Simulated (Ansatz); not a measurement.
The calculation used DFT PBE, scalar-relativistic, plane waves, PAW in Ansatz 0.2.0. Settings: cutoff 420 eV, Γ-centred meshes spaced at most about 0.3 Å⁻¹, and about 0.25 Å⁻¹ or finer for metals (2π included), Gaussian smearing. No spin polarisation in the final relaxations.

These are static total energies at zero pressure.

Two relaxed structures of Zr₃ZnN₂:

A.

```yaml
crystal:
  lattice:
    - [3.07059, 0.00000, 0.00000]
    - [0.00000, 2.78325, 6.45384]
    - [0.00000, -2.78325, 6.45384]
  atoms:
    - { symbol: Zr, position: [0.00000, 0.79123, 0.79123] }
    - { symbol: Zr, position: [0.00000, 0.17808, 0.17808] }
    - { symbol: Zr, position: [0.50000, 0.58278, 0.58278] }
    - { symbol: Zn, position: [0.50000, 0.98624, 0.98624] }
    - { symbol: N, position: [0.50000, 0.48518, 0.96737] }
    - { symbol: N, position: [0.50000, 0.96737, 0.48518] }
```

B.

```yaml
crystal:
  lattice:
    - [5.97028, 0.00000, 0.00000]
    - [-2.98514, 5.17042, 0.00000]
    - [0.00000, 0.00000, 3.09375]
  atoms:
    - { symbol: Zr, position: [0.50000, 0.00000, 0.00000] }
    - { symbol: Zr, position: [0.00000, 0.50000, 0.00000] }
    - { symbol: Zr, position: [0.50000, 0.50000, 0.00000] }
    - { symbol: Zn, position: [0.00000, 0.00000, 0.00000] }
    - { symbol: N, position: [0.33333, 0.66667, 0.50000] }
    - { symbol: N, position: [0.66667, 0.33333, 0.50000] }
```

**Question.** Which is lower in energy, and by how much?

**Answer.** They are level within the accuracy (3 meV/atom apart, with A the lower in these runs). A has space group Amm2 (No. 38), 18.4 Å³/atom and no gap on its mesh; B has space group P6/mmm (No. 191), 15.9 Å³/atom and no gap. Counting N atoms around Zn and Zr (those within 1.25 times the shortest such distance or 1.15 times the sum of covalent radii, 1.27 where that leaves under three; the shortest distance is added where it exceeds 1.18 times the sum of covalent radii; a slash parts the counts of unlike sites), A has Zr 2/4, Zn 4 from 3.4 Å and B has Zr 4, Zn 12 from 3.8 Å. Both come from invented guesses.

For metals, differences of a few meV/atom aren't resolved. Cells relaxed within their symmetry can be saddle points.
